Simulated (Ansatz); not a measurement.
Input and command of a plane-wave DFT calculation in Ansatz:

```yaml
crystal:
  lattice:
    - [0.0, 2.11, 2.1733]
    - [2.11, 0.0, 2.1733]
    - [2.11, 2.11, 0.0]
  atoms:
    - { symbol: Ta, position: [0.0, 0.0, 0.0] }
basis:
  ecutwfc: 500
kpoints:
  mp_grid: { grid: [20, 20, 20] }
hamiltonian:
  xc: r2scan
scf:
  occupations: { method: gaussian, width: 0.15 }
output:
  forces: true
  stress: true
  eigenvalues: true
  write_density: true
  write_potential: true
  elf: true
  volumetric_format: npy
```

```bash
ansatz run input.yaml --threads 1 --pin off --max-ram 2560MiB --backend cpu --events-out ev --progress --plain --runs-dir out
```

Processor: Intel(R) Xeon(R) Processor @ 2.50GHz (Skylake/Cascade Lake), 1 thread, on a host shared with other jobs.

How long does it run, and how much memory does it take?

About 49 s on 1 thread of Intel(R) Xeon(R) Processor @ 2.50GHz (Skylake/Cascade Lake), on a shared host, peak memory 0.5 GiB. It solves 11 bands at 641 k points (the mesh reduced by symmetry) with about 531 plane waves, in 6 SCF iterations.
